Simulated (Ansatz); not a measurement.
**Which element took the place of Sn in LuAl₂Sn₂?**

```
Al Lu Sn
1.0
     4.35791    0.00000    0.00000
    -2.17896    3.77407    0.00000
     0.00000    0.00000    6.92971
Al Lu Sn
2 1 2
Cartesian
  -0.0002 2.5162 4.4454
  2.1792 1.2579 2.4843
  0.0000 0.0000 0.0000
  -0.0002 2.5162 1.7419
  2.1792 1.2579 5.1878
```

Computed with plane-wave PAW DFT (Ansatz 0.2.0): PBEsol, 420 eV cutoff, 9×9×5 Γ-centred mesh, fermi-dirac occupations of width 0.100 eV. Spin: none. Single points at fixed atoms.

Every Sn was replaced by another element on the same fractional sites, and the cell was resized from 22.79 to 23.86 Å³ an atom (9×9×5 Γ-centred mesh, fermi-dirac occupations of width 0.100 eV).

The runs give:

```json
{"quantity": "pressure (GPa)", "LuAl₂Sn₂": "4.6", "the new compound": "3.7"}
{"quantity": "formation energy (eV/atom)", "LuAl₂Sn₂": "-0.089", "the new compound": "0.000"}
```

Mean Bader charges in e: the swapped site -2.02 → -1.90; Al +1.34 → +1.24, Lu +1.37 → +1.32.

Problem. Which of these is the best guess for the element put in?
A. Sb
B. I
C. N

Solution. A. The compound is LuAl2Sb2. Its Sb site carries -1.90 e; Sb has 5 outer electrons, a Pauling electronegativity of 2.05 and a covalent radius of 1.39 Å, against 4, 1.96 and 1.39 Å for Sn. N has 5, 3.04 and 0.71 Å; I has 7, 2.66 and 1.39 Å. Charge, size and the count of electrons narrow the choice, and this is the element that was used.

Origins: LuAl2Sn2, a known structure type with other elements put in, at an estimated volume; LuAl2Sb2, a known structure type with other elements put in, at an estimated volume. An invented cell need not be a known compound.

Caveats: atoms and cells are not relaxed; pressure is positive in compression; a dash marks a value that doesn't apply or isn't given.
